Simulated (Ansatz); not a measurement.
# Guessed and relaxed cells of HfC₄

The cell of HfC₄ is invented: species swapped into a database cell of LuAg4 (I4/m, No. 87), with Hf on the Lu sites and C on the Ag sites. The dimensions are guesses.

start.cif

```cif
data_structure
_symmetry_space_group_name_H-M 'I4/m'
_symmetry_Int_Tables_number 87
_cell_length_a 5.8483
_cell_length_b 5.8483
_cell_length_c 3.6461
_cell_angle_alpha 90.000
_cell_angle_beta 90.000
_cell_angle_gamma 90.000
_cell_volume 124.71
loop_
_atom_site_label
_atom_site_type_symbol
_atom_site_symmetry_multiplicity
_atom_site_Wyckoff_symbol
_atom_site_fract_x
_atom_site_fract_y
_atom_site_fract_z
_atom_site_occupancy
Hf1 Hf 2 a 0.00000 0.00000 0.00000 1
C1 C 8 h 0.20000 0.40000 0.00000 1
```

All numbers below come from DFT PBE, scalar-relativistic, plane waves, PAW (Ansatz 0.2.0). Cutoff 420 eV, Gaussian smearing, Γ-centred meshes. Cell and atoms relax first on a coarse mesh, the cell is then made exact in the group found at 0.06 to 0.08 Å, and last on a converged mesh; the steps can't lower the symmetry of their start. No spin polarisation.

end.cif

```cif
data_structure
_symmetry_space_group_name_H-M 'I4/mmm'
_symmetry_Int_Tables_number 139
_cell_length_a 6.3959
_cell_length_b 6.3959
_cell_length_c 2.6339
_cell_angle_alpha 90.000
_cell_angle_beta 90.000
_cell_angle_gamma 90.000
_cell_volume 107.74
loop_
_atom_site_label
_atom_site_type_symbol
_atom_site_symmetry_multiplicity
_atom_site_Wyckoff_symbol
_atom_site_fract_x
_atom_site_fract_y
_atom_site_fract_z
_atom_site_occupancy
Hf1 Hf 2 a 0.00000 0.00000 0.00000 1
C1 C 8 h 0.27764 0.72236 0.00000 1
```

The symmetry goes from I4/m (No. 87) to I4/mmm (No. 139). The volume per atom shrinks by 13.6 %, from 12.5 to 10.8 Å³. The shortest distance goes from 2.60 Å (Hf–C and C–C) to 1.41 Å (C–C). The end is written in a standard setting, so origin, axes and order of atoms can differ from the start's.

```json
{"Volume per atom": "10.77 Å³", "Density": "6.98 g/cm³", "Energy over the elements": "+0.49 eV/atom", "Gap on the 12×12×12 mesh of the 5-atom cell": "0 eV (a metal)"}
```

Energies over the elements count from the elements' standard structures at the same level, with no fitted energy shifts. A positive value: parting into the elements would lower its energy.

The last run used Gaussian smearing of 0.10 eV. Spin–orbit coupling, which can matter for Hf, is left out. The reference form of C is held partly by dispersion forces, which this level lacks. A structure relaxed within its symmetry needn't be a true minimum. Another cell of the same search, in P2_1/m, lies 0.30 eV/atom lower, so this cell isn't the stable form at this level.
